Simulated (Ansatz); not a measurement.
An ordered 4-atom cell of Ba₂TeS on the rocksalt lattice (P4/mmm), relaxed with r2SCAN: 5 runs in Ansatz 0.2.0, each a calculation of independent-particle optics. The symmetry is P4/mmm (No. 123, tetragonal); a = 4.793 Å, c = 6.784 Å in the conventional setting, 38.96 Å³ an atom. Around S lie 6 Ba at 3.39 Å; around Ba lie 4 Te at 3.39 Å and 2 S at 3.39 Å; around Te lie 6 Ba at 3.39 Å; around Ba lie 4 S at 3.39 Å and 2 Te at 3.39 Å. The calculation is spin-unpolarised, and the structure need not be a phase that has been made.

```xyz
4
Lattice="4.7927 0.0000 0.0000 0.0000 4.7927 0.0000 0.0000 0.0000 6.7840" Properties=species:S:1:pos:R:3 pbc="T T T"
S     0.0000    0.0000    0.0000
Ba    0.0000    0.0000    3.3920
Te    2.3963    2.3963    3.3920
Ba    2.3963    2.3963    0.0000
```

On meshes this coarse, single peaks can be features of the mesh. No local fields, no excitons; the zone sum runs over the cells of the mesh, and ε∞ includes the bands left out of the spectrum. Up to four peaks are listed, those above 15 % of the tallest and inside the complete range; the four can differ from row to row. Rows marked drawn have settings drawn at random (some not listed).

```json
{"functional": "PBE", "k mesh": "4×4×4", "broadening (eV)": "0.1", "scissors (eV)": "0.00", "range (eV)": "0–14", "settings": "chosen", "direct gap on the mesh before scissors (eV)": "1.79", "ε∞ xx": "5.91", "ε∞ yy": "5.91", "ε∞ zz": "5.83", "complete up to (eV)": "14.0", "tallest peaks of mean ε₂ (eV)": "5.20 5.75 8.65 11.20"}
{"functional": "r2SCAN", "k mesh": "4×4×4", "broadening (eV)": "0.1", "scissors (eV)": "0.00", "range (eV)": "0–14", "settings": "chosen", "direct gap on the mesh before scissors (eV)": "2.14", "ε∞ xx": "5.19", "ε∞ yy": "5.19", "ε∞ zz": "5.14", "complete up to (eV)": "14.0", "tallest peaks of mean ε₂ (eV)": "5.80 6.35 9.30 11.95"}
{"functional": "PBE", "k mesh": "4×4×4", "broadening (eV)": "0.1", "scissors (eV)": "0.74 (to HSE06)", "range (eV)": "0–14", "settings": "chosen", "direct gap on the mesh before scissors (eV)": "1.79", "ε∞ xx": "5.27", "ε∞ yy": "5.27", "ε∞ zz": "5.21", "complete up to (eV)": "14.0", "tallest peaks of mean ε₂ (eV)": "5.95 6.50 9.40 11.95"}
{"functional": "PBE", "k mesh": "4×4×4", "broadening (eV)": "0.03", "scissors (eV)": "2.50", "range (eV)": "0.5–20", "settings": "drawn", "direct gap on the mesh before scissors (eV)": "1.79", "ε∞ xx": "4.31", "ε∞ yy": "4.31", "ε∞ zz": "4.28", "complete up to (eV)": "20.0", "tallest peaks of mean ε₂ (eV)": "7.70 8.30 8.50 19.70"}
{"functional": "r2SCAN", "k mesh": "4×4×2", "broadening (eV)": "0.4", "scissors (eV)": "0.00", "range (eV)": "0–30", "settings": "drawn", "direct gap on the mesh before scissors (eV)": "2.13", "ε∞ xx": "5.22", "ε∞ yy": "5.22", "ε∞ zz": "5.16", "complete up to (eV)": "30.0", "tallest peaks of mean ε₂ (eV)": "5.80 9.20 18.20"}
```

Spin-orbit coupling is left out, which matters wherever the heavy atoms make up the band edges.
